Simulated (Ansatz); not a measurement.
Starting cell, PtS2 (CdI2 type):

```
PtS2
1.0
    3.55249     0.00000     0.00000
   -1.77625     3.07655     0.00000
    0.00000     0.00000     5.12751
Pt S
1 2
Direct
  0.00000   0.00000   0.00000
  0.33333   0.66667   0.23909
  0.66667   0.33333   0.76091
```

In this cell atom 2 (S, nearest neighbour Pt at 2.389 Å; its periodic images, 3.6 Å or more away, move with it) is moved by u·(1.000, 0.000, 0.000) + v·(0.000, 1.000, 0.000); the rest is frozen.

These are r2SCAN+rVV10 (plane waves to 500 eV, PAW, scalar-relativistic; Ansatz, a quantum-chemistry and plane-wave program) values and carry that method's errors. k mesh 9×9×5 (Γ-centred), Fermi-Dirac smearing 0.05 eV. The energy includes the smearing's −TS. Points where atoms come too close for the PAW data are left out (x in tables, blank in figures). As the smearing reaches across the gap at some points, energies and forces of such displacements shift with the k mesh and the smearing. PtS2 is run without spin polarisation. PtS2 was relaxed with its symmetry unable to fall. Spin-orbit coupling is left out, though Pt is heavy. The PAW data are Ansatz's earlier set. The last digit holds for this mesh only.

Changes of ΔE (meV/cell) from the point u = 0.000 Å, v = 0.000 Å when one coordinate moves alone (two changes are said to add if the coupling is within 5 % of the smaller one, nearly so within 20 %):

| point | change |
|---|---|
| u = 0.000 Å, v = -0.527 Å | 1874.2 |
| u = 0.000 Å, v = -0.263 Å | 394.5 |
| u = -0.790 Å, v = 0.000 Å | 3178.6 |
| u = -0.527 Å, v = 0.000 Å | 1400.5 |
| u = -0.263 Å, v = 0.000 Å | 342.0 |
| u = 0.263 Å, v = 0.000 Å | 342.0 |
| u = 0.527 Å, v = 0.000 Å | 1400.5 |
| u = 0.790 Å, v = 0.000 Å | 3178.6 |
| u = 0.000 Å, v = 0.263 Å | 290.0 |
| u = 0.000 Å, v = 0.527 Å | 965.0 |
| u = 0.000 Å, v = 0.790 Å | 1695.7 |

### Question
What is the change at u = -0.527 Å, v = 0.527 Å, where both move, and how far is it from the sum?

### Answer
The sum of the single changes is 1400.5 + (965.0) = 2365.5; the calculation gives 3895.9, so the coupling contributes 1530.4 (over 20 % of the smaller single change, not additive).

### Question
Do the two effects add at u = 0.263 Å, v = 0.263 Å? Give the computed change.

### Answer
The sum of the single changes is 342.0 + (290.0) = 632.0; the calculation gives 798.9, so the coupling contributes 166.9 (over 20 % of the smaller single change, not additive).

### Question
What is the change at u = 0.263 Å, v = 0.527 Å, where both move, and how far is it from the sum?

### Answer
The sum of the single changes is 342.0 + (965.0) = 1307.0; the calculation gives 1645.9, so the coupling contributes 338.9 (over 20 % of the smaller single change, not additive).

(A displaced cell: forces are minus the slopes of the energy, force constants its curvatures, and phonons follow from these.)
